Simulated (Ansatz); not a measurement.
Al$_{2}$Pt:
```yaml
crystal:
  lattice:
    - [0.00000, 2.95208, 2.95208]
    - [2.95208, 0.00000, 2.95208]
    - [2.95208, 2.95208, 0.00000]
  atoms:
    - { symbol: Pt, position: [0.00000, 0.00000, 0.00000] }
    - { symbol: Al, position: [0.25000, 0.25000, 0.25000] }
    - { symbol: Al, position: [0.75000, 0.75000, 0.75000] }
```

Relaxed with r²SCAN. Special points in fractions of this cell's reciprocal vectors: Γ (0.000, 0.000, 0.000); X (0.500, 0.000, 0.500); U (0.625, 0.250, 0.625); K (0.375, 0.375, 0.750); L (0.500, 0.500, 0.500); W (0.500, 0.250, 0.750).

Problem. List the band energies nearest the Fermi level at these points for the program Ansatz at the r²SCAN with spin–orbit coupling level (PAW).

Solution. In eV from the Fermi level; about four levels below and three above (degenerate sets whole), none deeper than 8.9 eV; points with the same levels are listed once.

```tsv
k	below	above
Γ	-3.88 -3.88 -3.88 -3.88	2.86 2.86 3.62 3.62
X	-2.04 -2.04 -1.59 -1.59	3.54 3.54 3.68 3.68
U	-2.12 -2.12 -0.74 -0.74	3.65 3.65 5.78 5.78
L	-3.48 -3.48 -3.42 -3.42	0.61 0.61 1.23 1.23
W	-2.78 -2.78 -0.98 -0.98	5.50 5.50 5.65 5.65
```

Space group Fm-3m (fluorite or antifluorite type). The cell was relaxed with r²SCAN under the symmetry of its start; of distortions, only those at the zone centre were tested. No spin polarisation was allowed.

Potentials: the later of the program's two PAW sets.
